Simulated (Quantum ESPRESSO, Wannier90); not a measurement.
## RbBr (rock salt), plane waves to Wannier functions

```
begin unit_cell_cart
ang
    0.0000000000    3.4559500000    3.4559500000
    3.4559500000    0.0000000000    3.4559500000
    3.4559500000    3.4559500000    0.0000000000
end unit_cell_cart
begin atoms_frac
Rb   0.0000000000  0.0000000000  0.0000000000
Br   0.5000000000  0.5000000000  0.5000000000
end atoms_frac
```

Materials Project entry mp-22867; symmetrised, unrelaxed at this level. COD (Crystallography Open Database) has an entry of this formula and space group (matched by these alone). Method: PBEsol plane waves in Quantum ESPRESSO 7.5 (PseudoDojo norm-conserving files, 37 Ry, spinors with spin-orbit coupling), Bloch states on a 6×6×6 mesh through Γ, Wannier90 4.0.1. Density: 8×8×8 mesh, cold smearing 0.01 Ry.

Bands 11-16 form an isolated set from -1.20 to 0.00 eV relative to the valence-band maximum (on the path) and are turned into 6 Wannier functions by minimising the spread from the start: atomic waves Br 4p.

Question: Where do the functions sit, how wide are they and what are they made of?

Answer: 
```json
[
 {"functions": "4", "spread (Å²)": "1.95", "nearest atom, distance (Å)": "Br 0.00", "second atom, distance (Å)": "Rb 3.46", "weight on atomic waves": "Br 4p 95 %"},
 {"functions": "2", "spread (Å²)": "1.85", "nearest atom, distance (Å)": "Br 0.00", "second atom, distance (Å)": "Rb 3.46", "weight on atomic waves": "Br 4p 96 %"}
]
```

Ω_I = 11.44 Å², Ω_total = 11.48 Å²; the interpolated bands follow pw.x to 0.2 meV rms on the path. Only this start was tried; a symmetric start can stop on a saddle, and mixtures of these functions could lower the total by at most Ω_total − Ω_I.
